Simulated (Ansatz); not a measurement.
CdS:
```
CELL_PARAMETERS angstrom
      4.16469     0.00000     0.00000
     -2.08234     3.60673     0.00000
      0.00000     0.00000     6.76806
ATOMIC_POSITIONS crystal
  Cd 0.66667 0.33333 0.50007
  Cd 0.33333 0.66667 0.00007
  S  0.66667 0.33333 0.87693
  S  0.33333 0.66667 0.37693
```

Relaxed with r²SCAN. Special points in fractions of this cell's reciprocal vectors: Γ (0.000, 0.000, 0.000); M (0.500, 0.000, 0.000); K (0.333, 0.333, 0.000); A (0.000, 0.000, 0.500); L (0.500, 0.000, 0.500); H (0.333, 0.333, 0.500).

### Question
List the band energies nearest the valence-band maximum at these points for r²SCAN in the plane-wave PAW code Ansatz.

### Answer
In eV from the valence-band maximum; about four levels below and three above (degenerate sets whole), none deeper than 8.9 eV; points with the same levels are listed once.

| k | below | above |
|---|---|---|
| Γ | -0.74 -0.74 -0.04 0.00 0.00 | 1.63 3.22 6.97 6.97 |
| M | -2.59 -1.84 -1.26 -0.74 | 4.14 4.25 5.43 |
| K | -3.05 -1.81 -1.81 -1.62 | 4.96 5.54 5.54 |
| A | -0.38 -0.38 -0.38 -0.38 | 3.26 3.26 6.59 6.59 |
| L | -1.32 -1.32 -1.30 -1.30 | 3.88 3.88 5.79 5.79 |
| H | -2.39 -2.39 -1.09 -1.09 | 4.85 4.85 6.41 6.41 |

Space group P6_3mc (wurtzite). Symmetry was held in the r²SCAN relaxation. Scalar-relativistic: spin–orbit coupling is off unless named, which matters more the heavier the elements.

Potentials: the earlier of the program's two PAW sets.
